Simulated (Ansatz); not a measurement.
A geometry of Ba away from equilibrium: step 3 of the relaxation of a relaxed Ba cell displaced along its unstable phonon at q = (½, ½, 0) of its primitive reciprocal cell (44i cm⁻¹), largest move 0.15 Å. Calculation: PBE (plane waves to 420 eV, PAW, scalar-relativistic; Ansatz, a program for electronic structure). Γ-centred k-mesh 7×7×7 on the run's cell (coarser than for final values), Fermi–Dirac smearing 0.05 eV. The plane waves were selected for a different cell earlier on the path.

```
Ba
1.0
   -0.00225     7.57025     7.67178
    3.78400     3.78400     7.67178
    3.78400     3.78400     0.00000
Ba
4
Cartesian
  1.82225   9.98932   9.57717
  1.95838   5.15006   5.74128
  0.52707  -0.06750   0.01255
  3.25581   7.63663  11.52022
```

Q: Give the Cartesian forces on all atoms (eV/Å).

A: 
| atom | Fx | Fy | Fz |
|---|---|---|---|
| Ba1 | -0.07 | 0.59 | -0.05 |
| Ba2 | 0.07 | -0.59 | -0.05 |
| Ba3 | 0.59 | -0.07 | 0.05 |
| Ba4 | -0.59 | 0.07 | 0.05 |

The path ends in I4/mmm (No. 139) at a tolerance of 0.01 Å, Im-3m (No. 229) at 0.1 Å. No spin polarisation in the result.

The run could not lose the symmetry of its start, so the end can be a saddle point.

The end of the path is a generated cell of Ba: the first start was made by placing the elements on the sites of a structure type, and the end was not matched to a known phase here, so it may be hypothetical. Known forms of Ba include space group No. 229.
